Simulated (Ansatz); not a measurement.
The relaxed structure here is a generated cell of TePb: the first start was made by a random draw of sites in a space group, and the end was not matched to a known phase here, so it may be hypothetical. Known forms of TePb include space group No. 225.

The end point of a relaxation of TePb. Space group P6₃/mmc (No. 194), NiAs type. Calculation: PBEsol (plane waves to 420 eV, PAW, scalar-relativistic; Ansatz, a program for electronic structure).

```xyz
4
Lattice="4.3987 0.0000 0.0000 -2.1994 3.8094 0.0000 0.0000 0.0000 8.0371" Properties=species:S:1:pos:R:3 pbc="T T T"
Pb     0.0000     2.5396     2.0093
Pb     2.1994     1.2698     6.0278
Te     0.0000     0.0000     0.0000
Te     0.0000     0.0000     4.0186
```

Q: What band gap does PBEsol give?

A: No clear gap: the sampled points leave 0.12 eV away from the symmetry points, which may be a band crossing missed between them.

Q: Estimate the smallest direct gap that PBEsol returns for this input.

A: 0.31 eV at M.

No spin polarisation in the result. Spin-orbit coupling is missing; with elements this heavy it can move band edges by tenths of an eV or more.

The run could not lose the symmetry of its start: the end is stationary, and may be a saddle point rather than a minimum.
